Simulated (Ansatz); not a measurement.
# Band structure of BiB

```yaml
crystal:
  lattice:
    - [0.00000, 2.63808, 2.63808]
    - [2.63808, 0.00000, 2.63808]
    - [2.63808, 2.63808, 0.00000]
  atoms:
    - { symbol: B, position: [0.00000, 0.00000, 0.00000] }
    - { symbol: Bi, position: [0.50000, 0.50000, 0.50000] }
```

Atom numbers follow the list: B1, Bi2.

The structure comes from a relaxation in the same program, started in the rocksalt type, and has space group Fm-3m. Whether it is a known phase or the ground state wasn't checked.

Computed with Ansatz 0.2.0, DFT, PBE, all-electron LAPW, Dirac equation with spin-orbit coupling.

Numerical set-up: a Γ-centred 12×12×12 k mesh, Fermi–Dirac smearing of 0.05 eV, basis error target 1 meV/atom, no spin polarisation.

Points in fractions of the reciprocal vectors of this cell: Γ (0, 0, 0), X (0.5, 0, 0.5), U (0.625, 0.25, 0.625), K (0.375, 0.375, 0.75), L (0.5, 0.5, 0.5), W (0.5, 0.25, 0.75). The path joins them by straight lines in the order Γ–X–U–K–Γ–L–W–X; legs that retrace an earlier one aren't tabulated. Energies are in eV from the Fermi level.

Q: Is there a gap?

A: none: bands cross the Fermi level, a metal.

Q: List the levels between -14 and 7 eV at the symmetry points.

A: 
Γ: -13.96 (×2), -0.99 (×2), 0.06 (×2), 0.20 (×4), 4.87 (×2)
X: -10.21 (×2), -6.21 (×2), -4.05 (×2), -3.22 (×2), -2.49 (×2), 4.15 (×2)
U: -10.13 (×2), -6.61 (×2), -5.43 (×2), -2.08 (×2), -0.79 (×2), 5.57 (×2), 6.19 (×2)
K: -10.13 (×2), -6.61 (×2), -5.43 (×2), -2.08 (×2), -0.79 (×2), 5.57 (×2), 6.19 (×2)
L: -11.13 (×2), -8.33 (×2), 0.60 (×2), 1.00 (×2), 1.08 (×2), 2.74 (×2), 2.88 (×2), 3.04 (×2)
W: -9.97 (×2), -6.30 (×2), -5.16 (×2), -4.44 (×2), 2.06 (×2), 3.49 (×2)
